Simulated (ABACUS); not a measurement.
A self-consistent single point of AlNi (Cmmm, 4 atoms in the cell; from Materials Project mp-1228868, changed as shown).

```yaml
crystal:
  lattice:
    - [3.79984, 0.00000, 0.00000]
    - [0.00000, 3.82825, 0.00000]
    - [0.00000, 0.00000, 3.03744]
  atoms:
    - { symbol: Al, position: [0.00000, 0.00000, 0.00000] }
    - { symbol: Al, position: [0.50000, 0.50000, 0.00000] }
    - { symbol: Ni, position: [0.50000, 0.00000, 0.50000] }
    - { symbol: Ni, position: [0.00000, 0.50000, 0.50000] }
```

Computed with LDA (PW92), PseudoDojo 0.4 standard norm-conserving LDA (tails mended) pseudopotentials (plane waves; ABACUS).

ABACUS settings:

```
setting                                                               value
---------------  ----------------------------------------------------------
KPT                                                    Gamma 12 12 14 0 0 0
basis_type                                                               pw
dft_functional                                                        PWLDA
ecutwfc                                                               98 Ry
smearing_method                                                          fd
smearing_sigma                                                0.00734986 Ry
potentials       PseudoDojo 0.4 standard norm-conserving LDA (tails mended)
symmetry                                                                  1
symmetry_prec                                                         1e-05
ks_solver                                                      dav_subspace
scf_nmax                                                                100
scf_thr                                                          1.0e-09 Ry
mixing_type                                                           pulay
```

Results:

```
Property                                                 Result
------------------------------------------------  -------------
Number of valence electrons                                  42
Number of bands                                              31
Number of k-points after the program's reduction            392
Number of plane waves (most at a k-point)                  4916
Number of SCF iterations                                      9
FFT grid                                           45 × 45 × 40
Free energy E − TS                                -9256.2785 eV
Fermi level (on the code's own zero)                   15.25 eV
Pressure                                               5.55 GPa
```

Stress (GPa, positive for compression):
```
9.03  0.00  0.00
0.00  7.24  0.00
0.00  0.00  0.38
```

For comparison: a first run was changed to give this one (lattice scaled by 0.98), and from it to this one the free energy falls by 1.1 meV/atom and the pressure goes from -5.50 to 5.55 GPa.

The run has no spin polarisation, so moments on Ni cannot form. The structure comes from a collection of computed structures, made at another level of theory; the collection holds predicted forms beside known ones.

Cost on one core: very roughly 20 core-minutes.

“Tails mended”: in these copies of the files the far tail of each local potential was reset to the Coulomb form.
